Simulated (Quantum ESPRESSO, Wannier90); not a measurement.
# Wannier functions of GaN (wurtzite)

```
begin unit_cell_cart
ang
    3.1889298307    0.0000000000    0.0000000000
   -1.5944649154    2.7616942443    0.0000000000
    0.0000000000    0.0000000000    5.1923600000
end unit_cell_cart
begin atoms_frac
Ga  -0.3333333333  0.3333333333  0.4990800000
Ga   0.3333333333 -0.3333333333 -0.0009200000
N   -0.3333333333  0.3333333333 -0.1240800000
N    0.3333333333 -0.3333333333  0.3759200000
end atoms_frac
```

Cell from Materials Project (mp-804), symmetrised, no further relaxation. COD (Crystallography Open Database) has the formula in 2 space groups, this one among them (matched by group alone). Method: PBE plane waves in Quantum ESPRESSO 7.5 (PseudoDojo norm-conserving files, 68 Ry, no spin polarisation, no spin-orbit coupling), Bloch states on a 6×6×6 mesh through Γ, Wannier90 4.0.1. Density: 12×12×6 mesh, cold smearing 0.01 Ry.

Functional, cutoff and mesh named above are those of the base row (1); the first column says what each row takes instead. Model: 16 functions from bands 1-2,13-36, start hydrogen-like Ga: s;p; N: s;p, disentangled but not localised (num_iter = 0), frozen window tied to the conduction edge or Fermi level of each row, as listed, which moves Ω_I and hoppings a little by itself. Energies are relative to the valence-band maximum; the misfit is to pw.x on a path, for states up to 2.9 eV relative to the valence-band maximum. The lattice is scaled uniformly, fractional positions fixed. The disentangled Ω_I can sit in another minimum from row to row.

| scale | frozen to (eV) | Ω_I (Å²) | rms misfit (meV) | gap (eV) | bottom of band 1 (eV) | on-site Ga1 pz minus Ga1 s (eV) | hopping modulus Ga1 pz – N3 pz, R = 0 0 1 (eV) | hopping modulus Ga1 pz – N3 s, R = 0 0 1 (eV) | hopping modulus Ga1 s – N4 s, R = 0 1 0 (eV) |
|---|---|---|---|---|---|---|---|---|---|
| 0.98 | 3.85 | 16.08 | 2.4 | 2.35 | -16.47 | 5.30 | 3.592 | 3.177 | 1.907 |
| 0.99 | 3.64 | 16.26 | 2.3 | 2.15 | -16.20 | 5.43 | 3.516 | 3.047 | 1.839 |
| 1 | 3.44 | 16.46 | 3.9 | 1.94 | -15.94 | 5.57 | 3.444 | 2.924 | 1.775 |
| 1.01 | 3.24 | 16.69 | 3.5 | 1.74 | -15.70 | 5.70 | 3.372 | 2.799 | 1.710 |
| 1.02 | 3.03 | 16.96 | 3.3 | 1.54 | -15.46 | 5.82 | 3.302 | 2.676 | 1.646 |
